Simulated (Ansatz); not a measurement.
## Band table of CdAg

```yaml
crystal:
  lattice:
    - [4.38596, 0.00000, 0.00000]
    - [0.00000, 1.36624, 2.37324]
    - [0.00000, -1.36624, 2.37324]
  atoms:
    - { symbol: Cd, position: [0.50000, 0.66604, 0.66604] }
    - { symbol: Ag, position: [0.00000, 0.33396, 0.33396] }
```

The base volume is that of a database entry, with shape and atoms relaxed on PAW files at held volume, so it needn't be at zero pressure; the structure needn't be the stable phase, at rest or compressed.

Level of theory: DFT with PBEsol, scalar-relativistic, in Ansatz 0.2.0; a Γ-centred 8×14×14 k mesh, Fermi–Dirac smearing of 0.05 eV, no spin polarisation. LAPW: all electrons, basis error target 1 meV/atom.

This run: volume at 0.75 of the series' base cell.

Path points, in fractions of the reciprocal vectors: Γ (0.000, 0.000, 0.000), Y (0.000, 0.500, 0.500), C0 (0.000, 0.667, 0.333), Σ0 (0.000, 0.333, -0.333), Z (0.500, 0.000, 0.000), A0 (0.500, 0.333, -0.333), E0 (0.500, 0.667, 0.333), T (0.500, 0.500, 0.500). The distance column jumps between branches of the path. Levels in eV from the Fermi level; bands 14 to 28, counted from the lowest band of the run. The gap is zero, the pressure 45.3 GPa.

```
# k(1/Å) point b14 b15 b16 b17 b18 b19 b20 b21 b22 b23 b24 b25 b26 b27 b28
0.000 Γ -11.55 -10.83 -10.19 -10.17 -9.20 -9.19 -7.29 -5.98 -5.94 -4.65 -4.65 -2.70 2.51 14.15 16.76
0.221 - -11.37 -10.72 -10.25 -10.07 -9.33 -9.22 -7.17 -6.04 -5.82 -5.09 -4.66 -1.97 2.54 13.75 15.65
0.441 - -11.03 -10.45 -10.15 -9.78 -9.66 -9.31 -6.91 -6.13 -5.74 -5.45 -4.68 -0.53 2.68 11.21 14.34
0.662 - -11.06 -10.27 -10.08 -9.42 -9.36 -9.22 -6.86 -6.24 -5.77 -4.92 -4.70 1.19 2.98 7.95 12.39
0.883 - -11.29 -10.46 -10.04 -9.53 -8.92 -8.02 -6.93 -6.60 -4.92 -4.73 -4.33 3.06 3.35 5.00 10.77
1.103 - -11.47 -10.72 -9.89 -9.61 -8.57 -7.46 -6.81 -6.49 -4.76 -3.86 -3.65 1.48 4.87 4.99 9.69
1.324 Y -11.53 -10.81 -9.85 -9.64 -8.43 -7.43 -6.88 -6.13 -4.76 -3.67 -2.40 -0.30 5.80 5.89 9.03
1.452 - -11.48 -10.80 -9.84 -9.67 -8.55 -7.36 -6.85 -6.05 -4.80 -3.86 -2.20 -0.25 5.89 6.00 8.70
1.580 - -11.33 -10.77 -9.83 -9.77 -8.83 -7.17 -6.78 -5.87 -4.92 -4.24 -1.75 -0.11 6.17 6.32 7.47
1.708 - -11.09 -10.73 -9.89 -9.81 -9.17 -6.88 -6.68 -5.66 -5.07 -4.67 -1.19 0.11 5.91 6.66 6.83
1.836 - -10.79 -10.68 -10.03 -9.81 -9.52 -6.58 -6.52 -5.49 -5.23 -5.08 -0.54 0.40 4.30 7.27 7.50
1.964 - -10.63 -10.48 -10.13 -9.88 -9.78 -6.50 -6.15 -5.48 -5.35 -5.35 0.22 0.77 2.71 7.98 8.29
2.092 C0 -10.62 -10.30 -10.17 -10.02 -9.81 -6.48 -5.91 -5.69 -5.39 -5.33 0.97 1.18 1.37 8.45 9.06
3.620 Σ0 -10.62 -10.30 -10.17 -10.02 -9.81 -6.48 -5.91 -5.69 -5.39 -5.33 0.97 1.18 1.37 8.45 9.06
3.875 - -10.63 -10.59 -10.05 -10.00 -9.59 -6.53 -6.29 -5.54 -5.49 -5.26 -1.46 2.74 3.15 6.60 6.88
4.130 - -10.74 -10.52 -10.19 -9.82 -9.51 -6.59 -6.52 -6.45 -5.79 -5.03 -3.20 4.25 4.43 5.40 5.64
4.385 - -10.69 -10.45 -10.21 -9.74 -9.58 -8.18 -6.48 -6.33 -6.22 -4.83 -4.35 2.10 3.28 8.19 8.43
4.640 - -10.84 -10.46 -10.20 -9.77 -9.47 -9.37 -6.74 -6.26 -5.88 -5.25 -4.71 -0.01 2.76 11.34 11.57
4.896 - -11.31 -10.68 -10.25 -10.05 -9.36 -9.24 -7.13 -6.04 -5.80 -5.19 -4.66 -1.78 2.56 13.70 14.96
5.151 Γ -11.55 -10.83 -10.19 -10.17 -9.20 -9.19 -7.29 -5.98 -5.94 -4.65 -4.65 -2.70 2.51 14.15 16.76
5.270 - -11.53 -10.78 -10.20 -10.17 -9.20 -9.19 -7.31 -5.97 -5.94 -4.65 -4.65 -3.08 2.99 14.06 16.67
5.389 - -11.47 -10.61 -10.21 -10.18 -9.20 -9.19 -7.37 -5.94 -5.91 -4.66 -4.65 -3.94 4.16 13.86 16.29
5.509 - -11.40 -10.30 -10.22 -10.19 -9.21 -9.20 -7.47 -5.91 -5.88 -4.91 -4.67 -4.66 5.67 13.59 15.78
5.628 - -11.34 -10.23 -10.20 -9.85 -9.21 -9.20 -7.68 -5.87 -5.84 -5.76 -4.68 -4.67 7.33 13.20 15.08
5.748 - -11.31 -10.23 -10.21 -9.29 -9.22 -9.21 -8.07 -6.32 -5.84 -5.81 -4.69 -4.68 9.05 12.32 14.43
5.867 Z -11.30 -10.24 -10.21 -9.22 -9.21 -8.70 -8.61 -6.50 -5.83 -5.80 -4.69 -4.68 10.45 11.14 14.26
6.122 - -11.10 -10.29 -10.10 -9.56 -9.24 -8.68 -8.19 -6.31 -5.84 -5.66 -4.74 -4.63 10.69 11.29 13.94
6.377 - -10.70 -10.46 -10.08 -9.72 -9.30 -8.47 -7.40 -6.31 -5.46 -5.09 -4.88 -4.46 11.35 11.74 12.28
6.632 - -10.64 -10.50 -10.32 -9.50 -9.45 -7.71 -6.70 -6.46 -5.13 -4.90 -3.98 -3.74 9.69 10.02 11.24
6.887 - -10.72 -10.67 -10.07 -9.70 -9.47 -6.90 -6.67 -6.02 -5.46 -4.59 -2.75 -1.60 7.11 7.28 8.55
7.143 - -10.70 -10.48 -10.01 -9.93 -9.59 -6.56 -6.51 -5.83 -5.70 -4.66 -0.57 1.04 4.78 5.15 6.36
7.398 A0 -10.54 -10.26 -10.05 -10.02 -9.86 -6.45 -6.18 -6.03 -5.81 -4.79 1.32 3.17 3.23 4.13 4.86
8.925 E0 -10.54 -10.26 -10.05 -10.02 -9.86 -6.45 -6.18 -6.03 -5.81 -4.79 1.32 3.17 3.23 4.13 4.86
9.053 - -10.62 -10.33 -10.17 -9.87 -9.74 -6.48 -6.39 -5.98 -5.62 -4.77 0.80 2.58 3.18 4.67 4.84
9.181 - -10.75 -10.66 -9.97 -9.88 -9.41 -6.76 -6.52 -5.83 -5.26 -4.73 -0.06 1.66 2.95 4.42 6.34
9.309 - -10.97 -10.88 -9.90 -9.77 -9.06 -7.13 -6.56 -5.65 -4.93 -4.59 -0.88 0.75 2.75 4.23 8.03
9.438 - -11.22 -10.98 -9.92 -9.59 -8.75 -7.43 -6.59 -5.46 -4.83 -4.23 -1.57 -0.06 2.59 4.11 9.74
9.566 - -11.38 -11.04 -9.93 -9.47 -8.52 -7.62 -6.62 -5.31 -4.81 -3.84 -2.05 -0.68 2.50 4.04 11.33
9.694 T -11.44 -11.06 -9.94 -9.43 -8.44 -7.69 -6.63 -5.25 -4.81 -3.67 -2.22 -0.92 2.47 4.02 12.22
```
